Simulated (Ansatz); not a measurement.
ZrO$_{2}$ (tetragonal-ZrO2 type, space group P4_2/nmc)

```
ZrO2
1.0
    3.62104     0.00000     0.00000
    0.00000     3.62104     0.00000
    0.00000     0.00000     5.28293
Zr O
2 4
Direct
  0.00000   0.00000   0.00000
  0.50000   0.50000   0.50000
  0.00000   0.50000   0.19276
  0.00000   0.50000   0.69276
  0.50000   0.00000   0.30724
  0.50000   0.00000   0.80724
```

The slice is a (010) plane (indices of the conventional cell) through the point (0.000, 0.500, 0.193) (fractional), spanned by u = [100] and v = [001] in vectors of this cell: u (3.62 Å) and v (5.28 Å, at 90° to u). It covers one period; positions are fractions (u, v).

Level of theory: PBE (plane waves to 420 eV, PAW, scalar-relativistic; Ansatz, a program for electronic structure). k mesh 9×9×6. These are valence fields of a PAW run, semicore shells included where kept as valence: close to a nucleus they are smooth pseudo fields. This is a high-temperature form of ZrO2. ZrO2 is run without spin polarisation. ZrO2 was relaxed with its symmetry unable to fall.

Question: What is the valence density on the shortest Zr–O line in this plane (2.08 Å), at its minimum between the atoms?

Answer: 0.71 e/Å³.

Question: What is the ELF at the density minimum of the shortest Zr–O line in this plane (2.08 Å)?

Answer: 0.3.

Question: Predict the map of the valence electron density on the slice.

Answer: 
```
|99999988665544332211111111112233445566889999|
|99998877665544332211000000112233445566778899|
|88887766554433221111000000111122334455667788|
|77666655554433221100000000001122334455556666|
|55555544443322111100000000001111223344445555|
|44444433332222110000000000000011222233334444|
|33333333222211110000000000000011112222333333|
|33333322221111110000000000000011111122223333|
|33333333222211110000000000000011112222333333|
|44444433332222111100000000001111222233334444|
|55555544443322111111110011111111223344445555|
|77666655444433221111111111111122334444556666|
|88887766554433332211111111112233334455667788|
|99998877665544332222222222222233445566778899|
|99999988775544443333333333333344445577889999|
|99999988776655444444444444444444556677889999|
|99999988776655555566666666665555556677889999|
|99998877666655666677777777776666556666778899|
|88887777665566667788888888887766665566777788|
|77776666555566778888888888888877665555666677|
|55555555555566778888888888888877665555555555|
|44444444445566888888888888888888665544444444|
|33333333445566888888888888888888665544333333|
|33333333445566778888888888888877665544333333|
|33333333334455778888888888888877554433333333|
|44444444444455667777888888777766554444444444|
|55555555444444555566667766665555444444555555|
|77666655554444444455555555554444444455556666|
|88887766555544333333333333333333445555667788|
|99998877665544333322222222223333445566778899|
|99999988665544332222111111222233445566889999|
|99999988775544332211111111112233445577889999|
```
Scale: ten equal steps from -1.64 (start of '0') to 0.89 (end of '9'), in the order '0123456789'. Values: log₁₀ of the valence density in e/Å³. The map has 22 points along u (two characters each, u = 0 at the left) and 32 along v (v = 0 in the bottom row). The scale is logarithmic, as a density can span decades between atoms and voids.
